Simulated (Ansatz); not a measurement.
**What settings do to one calculation: rocksalt alloy of KCl and RbCl (3 of 8 K sites exchanged), 16 atoms with displaced atoms**

Ansatz (PAW, plane waves), atoms fixed. The base input:

```yaml
crystal:
  lattice:
    - [0.000000, 6.358764, 6.358764]
    - [6.358764, 0.000000, 6.358764]
    - [6.358764, 6.358764, 0.000000]
  atoms:
    - { symbol: Cl, position: [0.743193, 0.251745, 0.256951] }
    - { symbol: Cl, position: [0.242038, 0.752264, 0.745616] }
    - { symbol: Cl, position: [0.243248, 0.755109, 0.263267] }
    - { symbol: Cl, position: [0.748413, 0.249929, 0.752130] }
    - { symbol: Cl, position: [0.249050, 0.250799, 0.750600] }
    - { symbol: Cl, position: [0.751194, 0.753437, 0.249793] }
    - { symbol: Cl, position: [0.240423, 0.256156, 0.253863] }
    - { symbol: Cl, position: [0.756877, 0.758537, 0.739923] }
    - { symbol: K, position: [0.999678, 0.008798, 0.000927] }
    - { symbol: K, position: [0.502749, 0.493003, 0.502145] }
    - { symbol: K, position: [0.503598, 0.495724, 0.004173] }
    - { symbol: K, position: [0.495788, 0.007310, 0.999976] }
    - { symbol: K, position: [0.002660, 0.508511, 0.483994] }
    - { symbol: Rb, position: [0.004570, 0.994704, 0.493338] }
    - { symbol: Rb, position: [0.006920, 0.491213, 0.005941] }
    - { symbol: Rb, position: [0.487724, 0.998512, 0.510272] }
kpoints:
  mp_grid: { grid: [2, 2, 2], shift: [0.5, 0.5, 0.5] }
hamiltonian:
  xc: pbesol
scf:
  occupations: { method: fermi_dirac, width: 0.01 }
output:
  forces: true
  eigenvalues: true
  stress: true
  populations: true
```

Command:

```sh
ansatz run in.yaml --threads 7 --pin off --max-ram 13300MiB --runs-dir r --events-out ev --progress --plain
```

It converged in 7 iterations and 5.1 s of wall time on 7 threads of a Neoverse-V2 processor, on a host shared with other runs; peak host memory 1.2 GiB; largest force component 0.56 eV/Å, pressure 0.25 GPa. The cutoff was the default, 420 eV. The base isn't a converged reference: it has few k points, and its atoms are unrelaxed. Each run below changes the keys shown and caps the iterations.

```
run                                                      changed         ending  iterations  free energy less the base (meV per atom)  rms change of forces (eV/Å)  change of pressure (GPa)  wall time (s, shared host)
  1                           mixing algorithm msr1, max_iter 70      converged           7                                       0.0                        0.000                      0.00                     4.3 CPU
  2        mixing beta 0.4, initial_magnetization 8, max_iter 90      converged          12                                       0.0                        0.000                      0.00                      17 CPU
  3  xc_grid 3 (2 is the default), mixing beta 0.03, max_iter 60      converged           8                                       0.0                        0.000                      0.00                     6.5 CPU
  4          accuracy high, occupations cold, xc hf, max_iter 90      converged          21                                other zero                        0.112                      2.92                     150 CPU
  5       dispersion rvv10, initial_magnetization 4, max_iter 90        refused           –                                         –                            –                         –                           –
  6    xc_grid 3 (2 is the default), max_iter 60, total_charge 6      converged          47                                other zero                        0.137                      5.96                      10 CPU
  7                                 ecutrho_ratio 6, max_iter 70      converged           7                                       0.0                        0.000                      0.00                     3.1 CPU
  8   xc_grid 1 (2 is the default), max_iter 90, total_charge -1      converged          16                                other zero                        0.041                      0.13                     4.7 CPU
  9                      xc revpbe, max_iter 14, total_charge -1  not converged           –                                         –                            –                         –                           –
 10                dispersion d3bjatm, width 0.5 eV, max_iter 60      converged           6                                other zero                        0.001                     -0.89                     3.9 CPU
```

«Other zero»: another functional, charge or dispersion term moves the zero of energy, so the difference says nothing of accuracy.

Runs with exact exchange count the iterations of all their loops.

Q: Which changes leave the result alone, and which of the same physical model moves the forces most?

A: The forces move by under 0.002 eV/Å in runs 1, 2, 3, 7. Among the runs with the same functional, charge and dispersion term, none moves them by over 0.01 eV/Å.

Q: Why did some runs give no result?

A: - run 5: inconsistent input (hamiltonian.dispersion, hamiltonian.xc): `dispersion: rvv10` has no transferable b for PBE exchange — Sabatini et al. (2013) fitted b=6.3 to rPW86, and the PBE refits of Peng & Perdew (2017) are task-dependent (b=6.6 S22 / b=10.0 layered). …
- run 9: did not converge after 14 iterations: dr2 = 3.45e-7 (threshold 1.00e-7), under the density mixer `msr1`, which `scf.mixing.algorithm: auto` chose by the deck's other keys (type `scf.mixing.algorithm: msr1` to keep it);
